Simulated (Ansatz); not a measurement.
## Does relaxation matter for the field gradients of WS2 with Se replacing S?

Start: a supercell of WS2 (space group P6_3/mmc) built from an entry of the Crystallography Open Database (COD) (the entry's cell lengths or inner coordinates differ somewhat from later room-temperature determinations), with all atoms left at the host's positions.

Space group P3m1 (No. 156); a = 6.3600, c = 12.5000 Å, γ = 120.00°.

```
site  Wyckoff  site symmetry       x       y       z
  W1       1a            3m.  0.0000  0.0000  0.2500
  W2       3d            .m.  0.0000  0.5000  0.2500
  W5       3d            .m.  0.1667  0.8333  0.7500
  W8       1c            3m.  0.6667  0.3333  0.7500
  Se       1a            3m.  0.0000  0.0000  0.6250
 S10       3d            .m.  0.0000  0.5000  0.6250
 S13       3d            .m.  0.1667  0.8333  0.1250
 S16       1c            3m.  0.6667  0.3333  0.1250
 S17       1a            3m.  0.0000  0.0000  0.8750
 S18       3d            .m.  0.0000  0.5000  0.8750
 S21       3d            .m.  0.1667  0.8333  0.3750
 S24       1c            3m.  0.6667  0.3333  0.3750
```

One atom of each set is listed.

All values are calculated (Ansatz; DFT, PBE, plane waves and PAW, scalar-relativistic, 420 eV cutoff, Γ-centred 4×4×2 k-points, Fermi–Dirac smearing 0.01 eV), not measured.

The largest force at the start is 3.4 eV/Å. Relaxing the ions at fixed cell moves them by 0.146 Å at most (atom 9, Se) and 0.036 Å rms. End positions:

W1 (0.0000, 0.0000, 0.2493)
W2 (0.9999, 0.4999, 0.2491)
W5 (0.1679, 0.8321, 0.7521)
W8 (0.6667, 0.3333, 0.7520)
Se (0.0000, 0.0000, 0.6133)
S10 (0.9999, 0.5000, 0.6266)
S13 (0.1666, 0.8334, 0.1237)
S16 (0.6667, 0.3333, 0.1236)
S17 (0.0000, 0.0000, 0.8756)
S18 (0.9995, 0.4998, 0.8778)
S21 (0.1669, 0.8331, 0.3745)
S24 (0.6667, 0.3333, 0.3747)

| site | moved (Å) | first shell before | first shell after | V_zz before (10²¹ V/m²) | η before |
| --- | --- | --- | --- | --- | --- |
| W1 | 0.009 | 6 S at 2.41 Å | 6 S at 2.42 Å | -17.93 | 0.00 |
| W2 | 0.012 | 6 S at 2.41 Å | 6 S at 2.41–2.42 Å | -17.92 | 0.00 |
| W5 | 0.029 | 5 S at 2.41 Å, 1 Se at 2.41 Å | 5 S at 2.41 Å, 1 Se at 2.54 Å | -19.23 | 0.06 |
| W8 | 0.025 | 6 S at 2.41 Å | 6 S at 2.41–2.42 Å | -17.70 | 0.00 |
| Se | 0.146 | 3 W at 2.41 Å | 3 W at 2.54 Å | -11.81 | 0.00 |
| S10 | 0.020 | 3 W at 2.41 Å | 3 W at 2.41 Å | -4.85 | 0.12 |
| S16 | 0.018 | 3 W at 2.41 Å | 3 W at 2.41 Å | -4.75 | 0.00 |
| S17 | 0.008 | 3 W at 2.41 Å | 3 W at 2.41 Å | -4.66 | 0.00 |
| S18 | 0.036 | 3 W at 2.41 Å | 3 W at 2.41–2.42 Å | -4.59 | 0.09 |
| S21 | 0.006 | 3 W at 2.41 Å | 3 W at 2.41–2.42 Å | -4.65 | 0.00 |

(1) What are V_zz and η after the relaxation?

## Answers

(1) 

```
site  V_zz after  η after  change of V_zz
  W1      -17.55     0.00           +0.38
  W2      -17.61     0.00           +0.31
  W5      -17.13     0.07           +2.10
  W8      -17.18     0.00           +0.52
  Se       -5.73     0.00           +6.08
 S10       -4.68     0.09           +0.17
 S16       -4.57     0.00           +0.18
 S17       -4.60     0.00           +0.06
 S18       -4.39     0.11           +0.20
 S21       -4.49     0.01           +0.16
```

The largest change of V_zz is on Se, from -11.81 to -5.73. In per cent, |V_zz| changes by -11 to -2 on W, -51 on Se, -4 to -1 on S (all sites that start above 0.5). On S18 V_xx and V_yy change places (or their axes turn by over 50°), so the two values of η hide a larger change. The table leaves out 2 of the 12 sites, with |V_zz| up to 4.74; their tensors move by 0.15 at most along any direction. The statements above cover all sites.

The defect repeats with the cell of 24 atoms, so it feels its images: sites between two images don't show the values beside a lone defect, and zeros or small values of η there can come from the images' arrangement. S and W carry a gradient in the pure host already, so the values there aren't the defect's effect alone. Without spin–orbit coupling the gradients at and beside W can be off by some per cent, at some sites by more.
Before: The neighbours have not yet relaxed around the defect (largest force 3.4 eV/Å), so the values at and beside it are those of a strained start, not of the defect in a real crystal.
After: The relaxation keeps the site symmetry 3m of the start, so the impurity can move only along its axis; a start off the site could end lower.
